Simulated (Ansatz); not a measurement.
TaN (rock salt, Fm-3m) at seven volumes, the program Ansatz at the PBE level (PAW), scaled uniformly. One row is withheld.

```tsv
V (Å³/atom)	P (GPa)
9.797	38.34
10.120	23.42
10.443	10.75
10.766	0.00
11.089	?
11.412	-16.88
11.735	-23.45
```

**Question.** Fit the shown pressures and predict the withheld one.

**Answer.** Third-order Birch–Murnaghan: P = (3/2)B₀(x^(7/2) − x^(5/2))[1 + (3/4)(B′ − 4)(x − 1)] with x = (V₀/V)^(2/3). Least squares on the six rows gives V₀ = 10.766 Å³/atom, B₀ = 329.5 GPa, B′ = 4.44. At V = 11.089, x = 0.9805 and P = -9.12 GPa. The run itself gave -9.13 GPa.

This is a known high-temperature phase of the composition, computed here at zero pressure and temperature. The cell was relaxed with PBE under the symmetry of its start; its stability against distortions is not shown here. The run is not spin-polarised. Scalar-relativistic: spin–orbit coupling is off unless named, which matters more the heavier the elements.

Potentials: the earlier of the program's two PAW sets.
